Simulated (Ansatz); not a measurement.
W:
```
CELL_PARAMETERS angstrom
      2.75520     0.00000     0.00000
     -1.37760     2.38607     0.00000
      0.00000     0.00000     4.95915
ATOMIC_POSITIONS crystal
  W  0.33333 0.66667 0.75000
  W  0.66667 0.33333 0.25000
```

Relaxed with r²SCAN. Special points in fractions of this cell's reciprocal vectors: Γ (0.000, 0.000, 0.000); M (0.500, 0.000, 0.000); K (0.333, 0.333, 0.000); A (0.000, 0.000, 0.500); L (0.500, 0.000, 0.500); H (0.333, 0.333, 0.500).

### Question
List the band energies nearest the Fermi level at these points for plane-wave PAW r²SCAN with spin–orbit coupling (Ansatz code).

### Answer
In eV from the Fermi level; about four levels below and three above (degenerate sets whole), none deeper than 8.9 eV; points with the same levels are listed once.

```csv
k,below,above
Γ,-0.24 -0.24 -0.13 -0.13,0.47 0.47 2.17 2.17
M,-1.11 -1.11 -0.67 -0.67,0.14 0.14 4.91 4.91
K,-1.74 -1.74 -1.56 -1.56,0.26 0.26 3.10 3.10
A,-0.09 -0.09 -0.09 -0.09,3.67 3.67 3.67 3.67
L,-3.73 -3.73 -3.73 -3.73,1.04 1.04 1.04 1.04
H,-1.73 -1.73 -1.47 -1.47,0.49 0.49 0.81 0.81
```

Space group P6_3/mmc (hcp (Mg type)). The start of the workflow was typed in or built on a structure type; the Crystallography Open Database copy checked does not list it. It is not the phase usual at ambient conditions (space group No. 229). The cell was relaxed with r²SCAN under the symmetry of its start; its stability against distortions is not shown here. The run is not spin-polarised.

Potentials: the later of the program's two PAW sets.
